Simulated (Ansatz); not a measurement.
Q: BeSe (wurtzite, P6_3mc) is relaxed with PBEsol in the plane-wave PAW code Ansatz. What lattice parameters of the conventional cell result?

A: a = 3.615 Å, c = 5.964 Å.

Q: Give the free coordinates with the occupied sites.

A: In one choice of origin and axes:

```csv
atom,site,symmetry,x,y,z
Be,2b,3m.,0.6667,0.3333,0.4994
Se,2b,3m.,0.6667,0.3333,0.1256
```

Q: Is it a metal or does it have a gap at this level?

A: A gap of 3.09 eV, indirect.

The start of the workflow was typed in or built on a structure type; neither database checked (COD, Materials Project) lists it. COD files the formula under space group No. 216. Its standing as an ambient phase is unchecked. Symmetry was held in the PBEsol relaxation; whether a distortion lowers the energy is not shown. Spin–orbit coupling is left out wherever it is not named.

Potentials: the later of the program's two PAW sets.
